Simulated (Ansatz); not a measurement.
# NdC in the antiNiAs structure

Level of theory: DFT, PBEsol, scalar-relativistic, collinear spin; plane waves to 420 eV with PAW datasets (Ansatz 0.2.0), 10×10×6 k-mesh, Gaussian smearing of 0.05 eV. The datasets are Ansatz's generated set soft_2.

```
Nd C
1.0
     3.44528    0.00000    0.00000
    -1.72264    2.98370    0.00000
     0.00000    0.00000    6.10904
Nd C
2 2
Direct
  0.33333 0.66667 0.25000
  0.66667 0.33333 0.75000
  0.00000 0.00000 0.00000
  0.00000 0.00000 0.50000
```

The cell came from substitution into a structure type; whether the compound takes it is for experiment to say.

Magnetic state: ferromagnetic, site spin moments Nd 2.64; C -0.21 μB.

Path: Γ–M–K–Γ–A–L–H–A | L–M | H–K, with Γ = (0.000, 0.000, 0.000), M = (0.500, 0.000, 0.000), K = (0.333, 0.333, 0.000), A = (0.000, 0.000, 0.500), L = (0.500, 0.000, 0.500), H = (0.333, 0.333, 0.500) in reciprocal vectors of the calculation's cell.

Levels between -4 and 4 eV from the Fermi level at the path's named points:
```tsv
point	spin	below E_F (eV)	above E_F (eV)
Γ	up	-3.76 -1.19 -1.19 -1.11 -1.11 -0.45 -0.22 -0.20 -0.14 -0.14	0.05 0.06 0.15 0.15 0.31 0.31 0.54 1.58 1.70 1.70 2.94 2.94 3.00
Γ	down	-3.62 -1.05 -1.05 -0.76 -0.76	0.30 1.03 1.09 1.67 1.67 1.88 2.10 2.12 2.12 2.51 2.51 2.55 2.55 2.71 2.71 3.36 3.45 3.45
M	up	-3.57 -1.75 -1.75 -0.96 -0.73 -0.38 -0.37 -0.31 -0.27 -0.10 -0.06	0.05 0.15 0.32 0.33 0.38 0.46 0.49 0.59 1.95 2.32
M	down	-3.48 -1.81 -1.73 -0.86	0.30 0.42 0.52 1.23 1.82 1.82 1.83 1.86 1.89 1.92 2.04 2.08 2.16 2.19 2.44 2.90 3.14
K	up	-1.71 -1.71 -1.53 -1.53 -1.33 -0.72 -0.31 -0.29 -0.29	0.02 0.02 0.04 0.17 0.17 0.35 0.45 0.45 0.48 0.48 1.20 3.23 3.23
K	down	-1.68 -1.68 -1.25 -1.25 -1.22 -0.43	1.61 1.61 1.80 1.80 1.86 1.89 1.89 1.90 1.94 1.94 2.08 2.08 2.34 2.37 3.93 3.93
A	up	-1.91 -1.91 -1.16 -1.16 -1.16 -1.16 -0.15 -0.15 0.00 0.00 0.00 0.00	0.06 0.06 0.57 0.57 0.57 0.57 0.68 0.68
A	down	-1.71 -1.71 -0.97 -0.97 -0.97 -0.97	1.18 1.18 1.86 1.86 1.86 1.86 1.91 1.91 2.27 2.27 2.27 2.27 2.55 2.55
L	up	-1.91 -1.91 -1.74 -1.74 -1.07 -1.07 -0.29 -0.29 -0.17 -0.17	0.21 0.21 0.22 0.22 0.41 0.41 0.50 0.50 0.74 0.74 3.42 3.42
L	down	-1.79 -1.79 -1.59 -1.59 -0.80 -0.80	1.38 1.38 1.81 1.81 1.88 1.88 1.91 1.91 2.07 2.07 2.17 2.17 2.65 2.65 3.94 3.94
H	up	-3.08 -3.08 -1.18 -1.18 -0.48 -0.48 -0.34 -0.34 -0.10 -0.10	0.21 0.21 0.40 0.40 0.43 0.43 0.64 0.64 0.83 0.83 3.48 3.48
H	down	-3.06 -3.06 -1.03 -1.03	0.44 0.44 1.63 1.63 1.66 1.66 1.89 1.89 1.94 1.94 2.03 2.03 2.13 2.13 2.36 2.36
```

Q: By these bands, is it a metal or an insulator, and if it has a gap, where are the band edges on this path?

A: A metal: bands cross the Fermi level.

Without a U the open 4f shell is pinned at the Fermi level, an artefact: in the real crystal it splits into occupied and empty levels away from it, and its large orbital moment is missing here. For elements this heavy, spin–orbit coupling would shift levels and gaps; it isn't included here. The run wasn't fully tested for a lower electronic state. The program found that the saved state from which it went on wasn't the lowest. Site moments are of spin, integrated over atomic spheres. No antiparallel order was tried.

The state of the open shells isn't shown to be the lowest, and forces and pressures are less sure for it.
